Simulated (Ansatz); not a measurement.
## Cs3Pt: what symmetry allows forces and stress to be

```
CELL_PARAMETERS angstrom
5.37200 0.00000 0.00000
0.00000 5.84028 -0.34666
0.00000 -0.34666 5.49010
ATOMIC_POSITIONS crystal
Cs 0.93748 0.00000 0.50000
Cs 0.98553 0.50000 0.00000
Cs 0.55276 0.00000 0.00000
Pt 0.52424 0.50000 0.50000
```

All numbers below come from DFT PBEsol, scalar-relativistic, plane waves, PAW in Ansatz 0.2.0.

Plane waves to 420 eV, a k mesh through Γ of 8×6×8 on the computed 4-atom cell and Gaussian smearing (0.10 eV); no spin polarisation.

This distorted cell has space group P2, with 2 operations.

Task: Without a calculation: in which directions can each atom feel a force?

Result: A force must be left unchanged by every operation that keeps its atom in place, so it lies in the space that those operations leave fixed. Atoms that the group maps onto each other feel forces of one size.
```tsv
atom	site symmetry	operations at the site	equivalent to atom	allowed force (Cartesian)
Cs1	2	2	1	along (1.00, 0.00, 0.00)
Cs2	2	2	2	along (1.00, 0.00, 0.00)
Cs3	2	2	3	along (1.00, 0.00, 0.00)
Pt4	2	2	4	along (1.00, 0.00, 0.00)
```

That leaves 4 independent force components of 12, tied by 1 condition that the forces sum to zero, so 3 remain. A relaxation in this cell that keeps the symmetry moves the atoms in these directions alone.

Task: And the stress tensor?

Result: It must be invariant under the point group, which leaves 4 independent components: xz, xy vanish.

Task: Do the computed values obey this?

Result: Yes. Forces (eV/Å):
```
Cs1  0.596  0.000  0.000
Cs2  0.280  0.000  0.000
Cs3 -0.986  0.000  0.000
Pt4  0.110  0.000  0.000
```

Stress (GPa, compression positive, xx yy zz yz xz xy): 0.33 -1.30 0.72 0.50 0.00 0.00. The program imposes the same operations on density, forces and stress, so this confirms the analysis and is no independent test of the calculation.

Spin–orbit coupling is left out, which can shift energies with elements as heavy as these.